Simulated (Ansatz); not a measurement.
Relaxed SnSe$_{2}$ (CdI2 type):

```yaml
crystal:
  lattice:
    - [7.68056, 0.00000, 0.00000]
    - [-1.92014, 3.32578, 0.00000]
    - [0.00000, 0.00000, 6.00569]
  atoms:
    - { symbol: Sn, position: [0.00000, 0.00000, 0.00000] }
    - { symbol: Sn, position: [0.50000, 0.00000, 0.00000] }
    - { symbol: Se, position: [0.16667, 0.66667, 0.26533] }
    - { symbol: Se, position: [0.66667, 0.66667, 0.26533] }
    - { symbol: Se, position: [0.33333, 0.33333, 0.73467] }
    - { symbol: Se, position: [0.83333, 0.33333, 0.73467] }
```

In each cell atom 3 (Se, nearest neighbour Sn at 2.730 Å; its periodic images, 3.8 Å or more away, move with it) moves by s·(-0.703, 0.406, -0.584) (towards the nearest neighbour), the rest being held.

Method: PBE-D3(BJ) (plane waves to 420 eV, PAW, scalar-relativistic; Ansatz, an electronic-structure program). k mesh 4×8×5 (Γ-centred), Fermi-Dirac smearing 0.05 eV. The energy includes the smearing's −TS. As the smearing reaches across the gap at some points, energies and forces of such displacements shift with the k mesh and the smearing. F⊥ is the part of the force across the line. SnSe2 was relaxed with its symmetry unable to fall. ΔE is measured from the undisplaced structure.

```
s (Å)   ΔE (meV/cell)  |F⊥| (eV/Å)
------  -------------  -----------
-0.550            483        0.807
-0.440            342        0.704
-0.330            214          ___
-0.220            106        0.402
-0.110             29        0.207
0.000               0        0.004
0.110              36        0.205
0.220             ___        0.417
0.330             ___        0.632
0.440             ___        0.849
0.550            1629        1.067
```

Some entries are withheld; supply them.


- -0.330, |F⊥| (eV/Å): 0.573
- 0.220, ΔE (meV/cell): 166
- 0.330, ΔE (meV/cell): 431
- 0.440, ΔE (meV/cell): 889

(For displaced atoms, the force is minus the slope of the energy, and its curvature is a force constant, which sets phonon frequencies.)
